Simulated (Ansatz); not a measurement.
Computed with Ansatz 0.2.0, DFT PBE, scalar-relativistic, plane waves, PAW. Settings: cutoff 420 eV, Γ-centred meshes spaced at most about 0.3 Å⁻¹, and about 0.25 Å⁻¹ or finer for metals (2π included), Gaussian smearing. No spin polarisation in the final relaxations.

Temperature and zero-point effects are left out. Lower structures may exist.

Question: Order these relaxed structures of Bi2Te by energy, lowest first, with the energy over the lowest of them.
A.

```
Bi Te
1.0
    -3.05850    3.05850    3.20956
     3.05850   -3.05850    3.20956
     3.05850    3.05850   -3.20956
Bi Te
2 1
Direct
  0.00000 0.50000 0.50000
  0.50000 0.00000 0.50000
  0.50000 0.50000 0.00000
```

B.

```
Bi Te
1.0
    10.97431    0.00000    0.00000
    -5.48716    9.50403    0.00000
     0.00000    0.00000    3.03041
Bi Te
4 2
Direct
  0.00000 0.00000 0.00000
  0.50000 0.00000 0.50000
  0.00000 0.50000 0.50000
  0.50000 0.50000 0.50000
  0.33333 0.66667 0.50000
  0.66667 0.33333 0.50000
```

C.

```
Bi Te
1.0
     6.47827    0.00000    0.00000
     0.00000    6.47827    0.00000
     0.00000    0.00000    5.78428
Bi Te
4 2
Direct
  0.23008 0.23008 0.50000
  0.76992 0.76992 0.50000
  0.26992 0.73008 0.50000
  0.73008 0.26992 0.50000
  0.00000 0.50000 0.88808
  0.50000 0.00000 0.11192
```

D.

```
Bi Te
1.0
    -4.17328    4.17328    3.10791
     4.17328   -4.17328    3.10791
     4.17328    4.17328   -3.10791
Bi Te
4 2
Direct
  0.37500 0.62500 0.75000
  0.87500 0.62500 0.25000
  0.37500 0.12500 0.75000
  0.37500 0.62500 0.25000
  0.00000 0.00000 0.00000
  0.75000 0.25000 0.50000
```

Answer: D (0 meV/atom), C (124 meV/atom), A (401 meV/atom), B (436 meV/atom). Forms: D I4_1/amd; C P42_12; A I4/mmm; B P6/mmm. Counting Te atoms around Bi (those within 1.25 times the shortest such distance or 1.15 times the sum of covalent radii, 1.27 where that leaves under three; the shortest distance is added where it exceeds 1.18 times the sum of covalent radii; a slash parts the counts of unlike sites): D has Bi 2; C has Bi 2; A has Bi 2; B has Bi 2/12 from 6.5 Å. B holds Te–Te chains (shortest 3.03 Å) (bonds between like non-metal atoms; other contacts aren't counted).

Weakly bound directions are ill-defined at this level, which has no dispersion term (P42_12), and this can change margins and order among such cells. Spin–orbit coupling, which can matter for Bi and Te, is left out. The I4_1/amd cell at 36.1 Å³/atom was relaxed from a Materials Project cell. Cells relaxed within their symmetry can be saddle points. Some structure types and database cells were kept out of the candidates from the start, so a known form may be missing.
